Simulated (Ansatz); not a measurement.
ZrZnNi4:
```yaml
crystal:
  lattice:
    - [0.00000, 3.35572, 3.35572]
    - [3.35572, 0.00000, 3.35572]
    - [3.35572, 3.35572, 0.00000]
  atoms:
    - { symbol: Ni, position: [0.37595, 0.37595, 0.87215] }
    - { symbol: Ni, position: [0.37595, 0.87215, 0.37595] }
    - { symbol: Ni, position: [0.87215, 0.37595, 0.37595] }
    - { symbol: Ni, position: [0.37595, 0.37595, 0.37595] }
    - { symbol: Zr, position: [0.00000, 0.00000, 0.00000] }
    - { symbol: Zn, position: [0.75000, 0.75000, 0.75000] }
```

Relaxed with r²SCAN. Special points in fractions of this cell's reciprocal vectors: Γ (0.000, 0.000, 0.000); X (0.500, 0.000, 0.500); U (0.625, 0.250, 0.625); K (0.375, 0.375, 0.750); L (0.500, 0.500, 0.500); W (0.500, 0.250, 0.750).

Problem. List the band energies nearest the Fermi level at these points for r²SCAN (plane waves, PAW; program Ansatz).

Solution. In eV from the Fermi level; about four levels below and three above (degenerate sets whole), none deeper than 8.9 eV; points with the same levels are listed once.

```
k                                below           above
-  -----------------------------------  --------------
Γ  -1.16 -1.16 -1.16 -0.65 -0.65 -0.65  0.12 0.12 0.12
X              -1.05 -1.05 -0.99 -0.93  1.06 1.18 1.18
U              -1.21 -0.96 -0.75 -0.63  0.09 0.98 1.96
L              -1.17 -1.17 -0.97 -0.97  0.12 0.40 0.40
W              -0.81 -0.70 -0.58 -0.19  1.00 2.03 2.16
```

Space group F-43m. The workflow started from an entry of the Crystallography Open Database (COD). Whether it is the stable phase at ambient conditions was not checked. The cell was relaxed with r²SCAN under the symmetry of its start; whether a distortion lowers the energy is not shown. The workflow began spin-polarised and lost its moments. Scalar-relativistic: spin–orbit coupling is off unless named, which matters more the heavier the elements.

Potentials: the later of the program's two PAW sets.
